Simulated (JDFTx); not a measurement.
System: Ir(110) (Fm-3m bulk; lattice of mp-101, not re-optimised at this level), 1x1 cell of 8 atoms in 8 planes, area 10.50 Å² a face, 9.3 Å between the outermost planes in a cell 25.5 Å high; k mesh 8×6×1, Fermi width 0.01 Ha, no spin polarisation.

All numbers are PBE, GBRV ultrasoft potentials, plane waves to 20/100 Ha results from a modified build of JDFTx, not measurements. Liquid: linear PCM (GLSSA13), water, 0.5 M NaCl; nuclei fixed. Potentials are counted from the potential of zero charge; σ repeats to about 1 %.

```
U − U_pzc (V)  σ (μC/cm², per face)
-------------  --------------------
-0.90                        -12.93
-0.30                         -4.63
-0.25                         -4.00
-0.15                         -2.33
0.50                       withheld
0.70                          12.98
```

Question: Fit σ = C₀x + bx² (x = U − U_pzc) to the other rows by least squares, predict the withheld value, and compare with the run.

Answer: The fit gives C₀ (μF/cm²) = 16.7, b (μF/cm²/V) = 2.61, with a root-mean-square miss of 0.08 μC/cm² on its own rows. It predicts 9.0 μC/cm²; the run gives 8.9 μC/cm², a miss of 0.1 μC/cm².
